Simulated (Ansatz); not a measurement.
Harmonic vibrational thermodynamics of Y (fcc (Cu type), space group No. 225) at fixed volume, plane-wave PAW r²SCAN (Ansatz code). The rows extrapolate the 0 K crystal and know nothing of melting or changes of phase.

| T (K) | F_vib (meV/atom) | S (J/K per mol of atoms) | C_V (J/K per mol of atoms) |
|---|---|---|---|
| 50 | 16.7 | 7.7 | 13.7 |
| 100 | 9.4 | ? | ? |
| 200 | ? | 35.8 | ? |
| 300 | -62.9 | 45.6 | 24.5 |
| 400 | ? | ? | 24.7 |
| 600 | -234.3 | 62.7 | 24.8 |
| 800 | -372.2 | 69.9 | 24.9 |
| 1000 | -523.0 | 75.4 | 24.9 |

Q: What belongs in the gaps?

A: 
- 100, C_V (J/K per mol of atoms): 21.1
- 100, S (J/K per mol of atoms): 20.0
- 400, S (J/K per mol of atoms): 52.7
- 400, F_vib (meV/atom): -114.0
- 200, C_V (J/K per mol of atoms): 23.9
- 200, F_vib (meV/atom): -20.3

Space group Fm-3m (fcc (Cu type)). The first step of the workflow began from a Materials Project structure, measured or hypothetical; the Crystallography Open Database files this formula in space group No. 225, but the cells were not matched. It is not the phase usual at ambient conditions (space group No. 194). Symmetry was held in the r²SCAN relaxation; whether a distortion lowers the energy is not shown. No spin polarisation was allowed. Scalar-relativistic: spin–orbit coupling is off unless named, which matters more the heavier the elements.

Potentials: the earlier of the program's two PAW sets. The files were generated under PBE; for other functionals the program regenerates the frozen cores, and for LDA and PBEsol the local potential too.
